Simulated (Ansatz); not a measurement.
Consider the following.

CsPbBr3:
```xyz
20
Lattice="8.5290 0.0000 0.0000 0.0000 11.8931 0.0000 0.0000 0.0000 8.2657" Properties=species:S:1:pos:R:3 pbc="T T T"
Pb     0.0000     5.9466     0.0000
Pb     4.2645     5.9466     4.1328
Pb     4.2645     0.0000     4.1328
Pb     0.0000     0.0000     0.0000
Cs     4.7526     2.9733     0.1329
Cs     8.0409     8.9199     4.2657
Cs     0.4881     2.9733     3.9999
Cs     3.7764     8.9199     8.1328
Br     2.5003     5.4959     1.6892
Br     1.7642     6.3973     5.8220
Br     6.7649     0.4507     2.4437
Br     6.0287    11.4424     6.5765
Br     6.0287     6.3973     6.5765
Br     6.7649     5.4959     2.4437
Br     1.7642    11.4424     5.8220
Br     2.5003     0.4507     1.6892
Br     0.1202     8.9199     0.6033
Br     4.1443     2.9733     4.7361
Br     4.3847     8.9199     3.5295
Br     8.4088     2.9733     7.6624
```

This is the PBE-relaxed structure.

Question: All from PBE (plane waves, PAW; program Ansatz), unless another level is named. Predict the highest zone-centre frequency (without LO–TO term).

Answer: 4.29 THz.

Question: Give the Poisson's ratio.

Answer: 0.33.

Space group Pnma. The PBE relaxation kept the symmetry of its start. Spin–orbit coupling is left out wherever it is not named.

Potentials: the later of the program's two PAW sets.
